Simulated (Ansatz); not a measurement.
Sc₂Al:
```
Sc2Al
1.0
    4.79553     0.00000     0.00000
   -2.39776     4.15305     0.00000
    0.00000     0.00000     6.00321
Sc Al
4 2
Direct
  0.00000   0.00000   0.00000
  0.00000   0.00000   0.50000
  0.33333   0.66667   0.75000
  0.66667   0.33333   0.25000
  0.33333   0.66667   0.25000
  0.66667   0.33333   0.75000
```

Relaxed with LDA. Special points in fractions of this cell's reciprocal vectors: Γ (0.000, 0.000, 0.000); M (0.500, 0.000, 0.000); K (0.333, 0.333, 0.000); A (0.000, 0.000, 0.500); L (0.500, 0.000, 0.500); H (0.333, 0.333, 0.500).

### Question
List the band energies nearest the Fermi level at these points for LDA (plane waves, PAW; program Ansatz).

### Answer
In eV from the Fermi level; about four levels below and three above (degenerate sets whole), none deeper than 8.9 eV; points with the same levels are listed once.

```json
[
 {"k": "Γ", "below": "-0.45 -0.45 -0.06 -0.06", "above": "2.04 2.10 2.10"},
 {"k": "M", "below": "-1.16 -0.92 -0.74 -0.70", "above": "0.22 0.34 0.80"},
 {"k": "K", "below": "-1.99 -1.99 -1.05 -1.05 -0.95", "above": "0.06 0.16 0.62 0.62"},
 {"k": "A", "below": "-1.54 -1.54 -1.54 -1.54 -1.07 -1.07", "above": "0.09 0.09 0.09 0.09"},
 {"k": "L", "below": "-1.12 -1.12 -0.85 -0.85", "above": "0.19 0.19 0.49 0.49"},
 {"k": "H", "below": "-2.36 -2.36 -0.63 -0.63", "above": "0.35 0.35 0.63 0.63"}
]
```

Space group P6_3/mmc. The first step of the workflow began from a Materials Project structure, measured or hypothetical; the Crystallography Open Database copy checked does not list it. Whether it is the stable phase at ambient conditions was not checked. The LDA relaxation kept the symmetry of its start; its stability against distortions is not shown here. No spin polarisation was allowed.

Potentials: the later of the program's two PAW sets.
